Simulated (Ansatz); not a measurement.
Total density of states per atom from LDA in the plane-wave PAW code Ansatz, in 0.25 eV bins, energy from the Fermi level:

```
E (eV) | states/eV/atom
    -7.85 |  0.00
    -7.60 |  0.00
    -7.35 |  0.00
    -7.10 |  0.00
    -6.85 | # 0.05
    -6.60 | ##### 0.19
    -6.35 | ###### 0.24
    -6.10 | ######## 0.31
    -5.85 | ############ 0.50
    -5.60 | ########## 0.43
    -5.35 | #################### 0.80
    -5.10 | ################ 0.64
    -4.85 | ################## 0.75
    -4.60 | ########################### 1.12
    -4.35 | ############################ 1.15
    -4.10 | ############################# 1.18
    -3.85 | ################# 0.69
    -3.60 | ############### 0.63
    -3.35 | ########### 0.43
    -3.10 | ############### 0.63
    -2.85 | ################## 0.72
    -2.60 | #################### 0.82
    -2.35 | ######################## 1.00
    -2.10 | ####################### 0.94
    -1.85 | ############# 0.54
    -1.60 | ######## 0.31
    -1.35 | ######### 0.37
    -1.10 | ########### 0.44
    -0.85 | ######### 0.35
    -0.60 | ######## 0.34
    -0.35 | ##### 0.20
    -0.10 | ##### 0.20
     0.15 | ######## 0.34
     0.40 | ######## 0.34
     0.65 | ####### 0.28
     0.90 | ####### 0.28
     1.15 | ####### 0.29
     1.40 | ############# 0.53
     1.65 | ################## 0.73
     1.90 | ##################### 0.87
     2.15 | ################ 0.67
     2.40 | ######################## 0.98
     2.65 | ##################### 0.88
     2.90 | ############################## 1.23
     3.15 | ############################# 1.17
     3.40 | ####### 0.30
     3.65 | ######### 0.39
     3.90 | ####### 0.29
     4.15 | #### 0.15
     4.40 | ##### 0.20
     4.65 | ###### 0.25
```

Task: Pick the material that matches.
A) CdS, P6_3mc (Pearson symbol hP12)
B) Nb2CS2, P-3m1 (Nb on 2d, S on 2d, C on 1a)
C) Te2Rh, P-3m1 (Rh on 1a, Te on 2d)
D) NbP, CsCl type

Result: B, Nb2CS2, P-3m1 (Nb on 2d, S on 2d, C on 1a). Within 0.5 eV of the Fermi level: Nb 4d 54 %, S 3p 34 %, C 2p 8 %. Projections are on Löwdin-orthogonalised atomic valence shells; empty p or d shells of many metals are not among them.

The workflow started from an entry of the Crystallography Open Database (COD), which files this formula under 2 space groups. Whether it is the stable phase at ambient conditions was not checked. The cell was relaxed with LDA under the symmetry of its start; its stability against distortions is not shown here. No spin polarisation was allowed. A crystal of weakly bound layers computed without a dispersion correction: the cell and the soft elastic constants depend strongly on that. Spin–orbit coupling is left out wherever it is not named.

Potentials: the later of the program's two PAW sets.
